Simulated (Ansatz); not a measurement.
### Question
C in space group P6_3/mmc (No. 194; C on 4e, C on 4f) is relaxed with DFT-PBE in the program Ansatz with PAW potentials. What lattice parameters of the conventional cell result?

### Answer
a = 2.518 Å, c = 8.305 Å.

### Question
Give the free coordinates with the occupied sites.

### Answer
In one choice of origin and axes:

```
atom  site  symmetry       x       y       z
----  ----  --------  ------  ------  ------
C       4e       3m.  0.0000  0.0000  0.0930
C       4f       3m.  0.3333  0.6667  0.1555
```

### Question
Is it a metal or does it have a gap at this level?

### Answer
A gap of 4.54 eV, indirect.

The first step of the workflow began from a Materials Project structure, measured or hypothetical. Its sites differ from those of the usual phase in this space group: another stacking or structure type. The PBE relaxation kept the symmetry of its start; whether a distortion lowers the energy is not shown.

Potentials: the later of the program's two PAW sets.
